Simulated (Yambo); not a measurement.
Input:

```xyz
10
Lattice="0.0000 4.6007 4.6007 4.6007 0.0000 4.6007 4.6007 4.6007 0.0000" Properties=species:S:1:pos:R:3 pbc="T T T"
F      4.6007     4.6007     6.9997
F      4.6007     4.6007     2.2017
F      6.9997     4.6007     4.6007
F      2.2017     4.6007     4.6007
F      4.6007     6.9997     4.6007
F      4.6007     2.2017     4.6007
Na     4.6007     4.6007     4.6007
Y      0.0000     0.0000     0.0000
Cs     2.3004     2.3004     2.3004
Cs     6.9011     6.9011     6.9011
```

Workflow: PBEsol (pw.x of Quantum ESPRESSO, ONCV potentials, no spin-orbit coupling), then G0W0 in Yambo (2×2×2 Γ-centred k mesh, bands 2 to 286 and a 7 Ry block in the screening, 286 bands in G with the Bruneval-Gonze terminator, plasmon pole fitted at 27.2 eV).

Problem. Give the PBEsol and G0W0 gaps between the band edges found on this mesh, and say where the edges lie.

Solution. Edges: Γ → Γ. PBEsol: 6.73 eV; G0W0: 10.10 eV. Convergence of the G0W0 settings was not tested. The k mesh is coarse. 

Geometry of the Materials Project entry, not relaxed at this level.
